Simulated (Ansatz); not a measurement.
Relaxed (102) slab cut from Al (space group P6_3/mmc (No. 194)); the slab's formula is Al, its outer planes Al (top) and Al (bottom):

```
Al
1.0
     2.82220    0.00000    0.00000
     0.00000   10.47283    0.00000
     0.00000    0.00000   26.52817
Al
24
Direct
  0.50000 0.84054 0.28189
  0.50000 0.10999 0.29455
  0.00000 0.61109 0.29721
  0.50000 0.37738 0.30818
  0.00000 0.95002 0.36339
  0.00000 0.21787 0.37739
  0.50000 0.72157 0.37842
  0.00000 0.48514 0.39141
  0.50000 0.05773 0.44519
  0.50000 0.32508 0.45929
  0.00000 0.82851 0.45897
  0.50000 0.59523 0.47251
  0.00000 0.16727 0.52749
  0.00000 0.43741 0.54071
  0.50000 0.93398 0.54103
  0.00000 0.70476 0.55481
  0.50000 0.27735 0.60859
  0.50000 0.54462 0.62261
  0.00000 0.04092 0.62158
  0.50000 0.81247 0.63661
  0.00000 0.38511 0.69182
  0.00000 0.65250 0.70545
  0.50000 0.15140 0.70279
  0.00000 0.92195 0.71811
```

These are results of Ansatz, DFT r2SCAN, scalar-relativistic, plane waves, PAW, not measurements. Plane waves to 500 eV, a k mesh through Γ of 12×4×1 on the computed 24-atom cell and Gaussian smearing (0.10 eV); no spin polarisation. A dipole correction removes the field between periodic images along c.

The potential is the smooth part; its values at the atoms depend on the PAW datasets.

Task: How does the plane-averaged electrostatic potential energy of an electron run along c, counted from the Fermi level?

Result: (z (Å), V (eV)): (2.65, 4.21), (2.92, 4.21), (3.18, 4.21), (3.45, 4.21), (3.71, 4.21), (3.98, 4.20), (4.24, 4.20), (4.51, 4.19), (4.78, 4.18), (5.04, 4.15), (5.31, 4.10), (5.57, 4.00), (5.84, 3.79), (6.10, 3.39), (6.37, 2.65), (6.63, 1.26), (6.90, -0.89), (7.16, -3.43), (7.43, -5.51), (7.69, -6.54), (7.96, -6.62), (8.22, -5.86), (8.49, -4.40), (8.75, -2.91), (9.02, -2.59), (9.28, -3.73), (9.55, -5.40), (9.82, -6.51), (10.08, -6.76), (10.35, -6.12), (10.61, -4.75), (10.88, -3.22), (11.14, -2.71), (11.41, -3.64), (11.67, -5.29), (11.94, -6.48), (12.20, -6.83), (12.47, -6.30), (12.73, -4.97), (13.00, -3.32), (13.26, -2.56), (13.53, -3.32), (13.79, -4.97), (14.06, -6.30), (14.33, -6.83), (14.59, -6.48), (14.86, -5.29), (15.12, -3.64), (15.39, -2.71), (15.65, -3.22), (15.92, -4.75), (16.18, -6.12), (16.45, -6.76), (16.71, -6.51), (16.98, -5.40), (17.24, -3.73), (17.51, -2.59), (17.77, -2.91), (18.04, -4.40), (18.30, -5.86), (18.57, -6.62), (18.84, -6.54), (19.10, -5.51), (19.37, -3.43), (19.63, -0.89), (19.90, 1.26), (20.16, 2.65), (20.43, 3.39), (20.69, 3.79), (20.96, 4.00), (21.22, 4.10), (21.49, 4.15), (21.75, 4.18), (22.02, 4.19), (22.28, 4.20), (22.55, 4.20), (22.81, 4.21), (23.08, 4.21), (23.34, 4.21), (23.61, 4.21), (23.88, 4.21)

The vacuum level lies 4.21 eV above the Fermi level.

The reference crystal is a form of Al, which isn't its usual structure.

Cost: 1 run of about 26 core-minutes, on Intel Xeon Processor @ 2.50GHz (Skylake/Cascade Lake) (shared hosts).